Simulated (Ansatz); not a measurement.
# What a trial cell of LiBeF3 relaxes into

Level of theory: DFT PBE, scalar-relativistic, plane waves, PAW in Ansatz 0.2.0. Cutoff 420 eV, Gaussian smearing, Γ-centred meshes. Cell and atoms relax first on a coarse mesh and then on a converged one. In between, the cell is made exact in the group found at 0.06 Å. The steps can't lower the symmetry of their start. No spin polarisation.

The cell of LiBeF3 is invented: random cell by space group and Wyckoff sites (Pm-3m, No. 221). Its size is a rough estimate.

```xyz
5
Lattice="3.8468 0.0000 0.0000 0.0000 3.8468 0.0000 0.0000 0.0000 3.8468" Properties=species:S:1:pos:R:3 pbc="T T T"
Li    1.9234    1.9234    1.9234
Be    0.0000    0.0000    0.0000
F     0.0000    1.9234    1.9234
F     1.9234    0.0000    1.9234
F     1.9234    1.9234    0.0000
```

The zero of energy is the elements' standard structures at the same level (F₂ as a molecule); no fitted shifts are applied.

Q: Where does the relaxation end?

A: The symmetry stays Pm-3m (No. 221). The end has the cubic perovskite type. The volume per atom shrinks by 22.0 %, from 11.4 to 8.9 Å³. The shortest distance goes from 1.92 Å (Li–F) to 1.77 Å (Li–F). The energy falls by about 0.13 eV/atom (the start's value is from the coarse mesh). Conventional cell: a = 3.541 Å. Li has 6 F at 1.77 Å; Be has 12 F at 2.50 Å (long contacts); around F lie 2 Li at 1.77 Å, 4 Be at 2.50 Å and 8 F at 2.50 Å.

```
Li Be F
1.0
     3.54110    0.00000    0.00000
     0.00000    3.54110    0.00000
     0.00000    0.00000    3.54110
Li Be F
1 1 3
Direct
  0.50000 0.50000 0.50000
  0.00000 0.00000 0.00000
  0.00000 0.50000 0.50000
  0.50000 0.00000 0.50000
  0.50000 0.50000 0.00000
```

Q: Give its energy and gap.

A: The formation energy is −1.754 eV/atom and the gap on the 8×8×8 mesh of the 5-atom cell is 1.60 eV.

It lies below the elements, which doesn't yet make it stable against other compounds or structures.

The last run used Gaussian smearing of 0.02 eV. Kohn–Sham gaps at this level usually fall short of measured ones. A later test with randomly moved atoms led to a structure 1333 meV/atom lower, so this end is a saddle point or a shallow minimum.
